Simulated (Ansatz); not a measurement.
TaRu (CsCl type, Pm-3m) under volume change, DFT-PBEsol in the program Ansatz with PAW potentials, scaled uniformly.

```json
[
 {"V (Å³/atom)": "14.078", "E − E(relaxed) (meV/atom)": "___", "P (GPa)": "___"},
 {"V (Å³/atom)": "14.542", "E − E(relaxed) (meV/atom)": "52.7", "P (GPa)": "19.23"},
 {"V (Å³/atom)": "15.006", "E − E(relaxed) (meV/atom)": "12.5", "P (GPa)": "8.85"},
 {"V (Å³/atom)": "15.470", "E − E(relaxed) (meV/atom)": "0.0", "P (GPa)": "0.00"},
 {"V (Å³/atom)": "15.935", "E − E(relaxed) (meV/atom)": "11.2", "P (GPa)": "-7.54"},
 {"V (Å³/atom)": "16.399", "E − E(relaxed) (meV/atom)": "___", "P (GPa)": "___"},
 {"V (Å³/atom)": "16.863", "E − E(relaxed) (meV/atom)": "91.1", "P (GPa)": "-19.41"}
]
```

### Question
Complete the blanks.

### Answer

- 16.399, E − E(relaxed) (meV/atom): 42.6
- 16.399, P (GPa): -13.95
- 14.078, E − E(relaxed) (meV/atom): 125.6
- 14.078, P (GPa): 31.42

### Question
What does a third-order Birch–Murnaghan fit give for V₀, B₀ and B′?

### Answer
V₀ = 15.47 Å³/atom, B₀ = 272 GPa, B′ = 4.3.

The first step of the workflow began from a Materials Project structure, measured or hypothetical; the Crystallography Open Database files this formula in space group No. 221, but the cells were not matched. Its standing as an ambient phase is unchecked. Symmetry was held in the PBEsol relaxation. At this level the phase is mechanically unstable. The run is not spin-polarised. Spin–orbit coupling is left out wherever it is not named.

Potentials: the later of the program's two PAW sets.
